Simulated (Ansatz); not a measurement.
Polymorphs of Bi2Pd, each relaxed with DFT-r²SCAN in the program Ansatz with PAW potentials:

A: C2/m
a = 12.893 Å, b = 4.309 Å, c = 5.709 Å, α = γ = 90.00°, β = 103.45°

| atom | site | symmetry | x | y | z |
|---|---|---|---|---|---|
| Bi | 4i | m | 0.1602 | 0.0000 | 0.3135 |
| Bi | 4i | m | 0.4262 | 0.0000 | 0.2046 |
| Pd | 4i | m | 0.2776 | 0.5000 | 0.1707 |

B: MoSi2 or CaC2 type (I4/mmm)
a = 3.3833 Å, b = 3.3833 Å, c = 13.2263 Å, α = 90.00°, β = 90.00°, γ = 90.00°

| atom | site | symmetry | x | y | z |
|---|---|---|---|---|---|
| Pd | 2a | 4/mmm | 0.0000 | 0.0000 | 0.0000 |
| Bi | 4e | 4mm | 0.0000 | 0.0000 | 0.3671 |

Question: Put the candidates in order of energy per atom at 0 K, lowest first, for r²SCAN.

Answer: A (+0 meV/atom), B (+45 meV/atom)

Standing as an ambient phase not checked: A; B. All cells were relaxed under the symmetry of their starts (and spin orders); stability against distortions was not tested throughout. Rows with no word on spin ran without spin polarisation. Spin–orbit coupling is left out wherever it is not named.

Energies hold the estimated change up to a 700 eV cutoff; steps of a few meV lie near the error of the meshes.

Potentials: the later of the program's two PAW sets.
